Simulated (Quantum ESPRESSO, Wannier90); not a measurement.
## Wannierisation of Zn2SeS (R3m)

Cell from Materials Project (mp-1215446), symmetrised, no further relaxation. Not found in the COD (Crystallography Open Database) copy used; not checked further. Method: PBEsol plane waves in Quantum ESPRESSO 7.5 (PseudoDojo norm-conserving files, 69 Ry, no spin polarisation, no spin-orbit coupling), Bloch states on a 6×6×6 mesh through Γ, Wannier90 4.0.1. Density: 10×10×10 mesh, cold smearing 0.01 Ry. Spin-orbit coupling, left out, would split the p-like bands by a few tenths of an eV.

```
begin unit_cell_cart
ang
   -1.9537499426    3.3839941658    0.0000000000
   -3.9074998851    0.0000000000    0.0000000000
   -1.9537499426    1.1279980553    6.3836530000
end unit_cell_cart
mp_grid = 6 6 6
```

Neighbour vectors b of the finite-difference formula (Å⁻¹), by shell:

```json
[
 {"shell": "1", "b_x": "0.00000", "b_y": "0.00000", "b_z": "0.16404"},
 {"shell": "1", "b_x": "0.00000", "b_y": "0.00000", "b_z": "-0.16404"},
 {"shell": "2", "b_x": "-0.26800", "b_y": "-0.15473", "b_z": "-0.05468"},
 {"shell": "2", "b_x": "0.00000", "b_y": "0.30946", "b_z": "-0.05468"},
 {"shell": "2", "b_x": "-0.26800", "b_y": "0.15473", "b_z": "0.05468"},
 {"shell": "2", "b_x": "0.26800", "b_y": "0.15473", "b_z": "0.05468"},
 {"shell": "2", "b_x": "0.00000", "b_y": "-0.30946", "b_z": "0.05468"},
 {"shell": "2", "b_x": "0.26800", "b_y": "-0.15473", "b_z": "-0.05468"}
]
```

Q: Find the weights w_b from the completeness condition Σ_b w_b b_α b_β = δ_αβ.

A: Shell 1: Σ b_x² = 0.000, Σ b_y² = 0.000, Σ b_z² = 0.054 Å⁻²
Shell 2: Σ b_x² = 0.287, Σ b_y² = 0.287, Σ b_z² = 0.018 Å⁻²
Each of the three diagonal sums, weighted, has to give 1 and the off-diagonal ones 0, which holds for w_1 = 17.4 Å², w_2 = 3.48 Å². Check on xx: 17.42×0.000 + 3.48×0.287 = 1.00.

On this mesh the 8 functions of bands 14-15,26-31 (valence bands; start: s functions at the bond centres, conv_tol = 1.0e-6) end with spreads 2.3770, 2.3770, 2.3770, 2.3660, 2.5880, 2.3622, 2.3622, 2.3622 Å², Ω_I = 18.4337 Å² and Ω_D = 0.0083 Å².

Ω_total is the sum of the spreads, 19.172 Å². Ω_OD = Ω_total − Ω_I − Ω_D = 0.730 Å². Only (Ω_D + Ω_OD)/Ω_total = 3.8 % depends on the gauge, and another start could lower the total by that share at most. The rms radius is √(Ω_total/8) = 1.55 Å.
